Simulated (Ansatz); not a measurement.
FeSi:
```
CELL_PARAMETERS angstrom
      4.83176     0.00000     0.00000
     -2.41588     4.18443     0.00000
      0.00000     0.00000     7.73912
ATOMIC_POSITIONS crystal
  Fe 0.50000 0.00000 0.00000
  Fe 0.50000 0.50000 0.00000
  Fe 0.00000 0.50000 0.00000
  Si 0.00000 0.00000 0.00000
  Si 0.33333 0.66667 0.25000
  Si 0.66667 0.33333 0.25000
  Fe 0.50000 0.00000 0.50000
  Fe 0.50000 0.50000 0.50000
  Fe 0.00000 0.50000 0.50000
  Si 0.00000 0.00000 0.50000
  Si 0.33333 0.66667 0.75000
  Si 0.66667 0.33333 0.75000
```
The run is spin-polarised; directions of the spins, atom by atom: ↑ ↑ ↑ 0 0 0 ↓ ↓ ↓ 0 0 0.

Relaxed with PBE. Special points in fractions of this cell's reciprocal vectors: Γ (0.000, 0.000, 0.000); M (0.500, 0.000, 0.000); K (0.333, 0.333, 0.000); A (0.000, 0.000, 0.500); L (0.500, 0.000, 0.500); H (0.333, 0.333, 0.500).

Task: List the band energies nearest the Fermi level at these points for plane-wave PAW PBE (Ansatz code).

Result: In eV from the Fermi level; about four levels below and three above (degenerate sets whole), none deeper than 8.9 eV; points with the same levels are listed once.

```json
[
 {"k": "Γ ↑", "below": "-1.14 -1.12 -1.12 -0.33", "above": "0.19 0.19 0.40 0.40"},
 {"k": "M ↑", "below": "-1.11 -1.08 -0.87 -0.36", "above": "0.03 0.26 0.42"},
 {"k": "K ↑", "below": "-0.69 -0.51 -0.51 -0.22", "above": "0.84 1.14 1.68"},
 {"k": "A ↑", "below": "-1.40 -1.40 -1.14 -1.12 -1.12", "above": "0.12 0.12 0.20"},
 {"k": "L ↑", "below": "-0.91 -0.70 -0.29 -0.21", "above": "0.05 0.26 0.41"},
 {"k": "H ↑", "below": "-0.80 -0.24 -0.13 -0.13", "above": "0.44 0.51 0.51"}
]
```

Space group P6/mmm. A made-up cell: these elements were put on the sites of a structure type; neither database checked (COD, Materials Project) lists it. COD files the formula under space group No. 198. Whether it is the stable phase at ambient conditions was not checked. Symmetry was held in the PBE relaxation, as lowered by the spin order; its stability against distortions is not shown here. Magnetic state: antiferromagnetic, chosen from 3 collinear starts compared on coarse meshes (ties went to the first, and starts can fall back to one state), not a proven ground state. Point labels and valley counts follow the cell and symmetry of the run, lower than the named group.

Potentials: the later of the program's two PAW sets.
